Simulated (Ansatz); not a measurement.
Given:

ZnIr:
```
CELL_PARAMETERS angstrom
      2.77203     0.00000     0.00000
     -1.38602     2.40065     0.00000
      0.00000     0.00000     4.15580
ATOMIC_POSITIONS crystal
  Zn 0.66667 0.33333 0.50000
  Ir 0.00000 0.00000 0.00000
```

This is the r²SCAN-relaxed structure.

### Question
All from plane-wave PAW r²SCAN (Ansatz code), unless another level is named. Estimate the formation energy from the elements (no fitted shifts).

### Answer
-0.22 eV/atom.

### Question
What about the density of states at the Fermi level?

### Answer
0.36 states/eV per atom (mean over ±0.08 eV).

Space group P-6m2. The workflow started from a Materials Project entry (that database holds measured and hypothetical structures alike); the Crystallography Open Database copy checked does not list it. With Zn and Ir taken as one species the cell has the higher symmetry P6_3/mmc, so it may be an ordered model of a mixed-site phase. Its standing as an ambient phase is unchecked. The cell was relaxed with r²SCAN under the symmetry of its start; its stability against distortions is not shown here. No spin polarisation was allowed. The references are the lowest solids computed at this level, not always the standard phases. Scalar-relativistic: spin–orbit coupling is off unless named, which matters more the heavier the elements.

Potentials: the later of the program's two PAW sets.
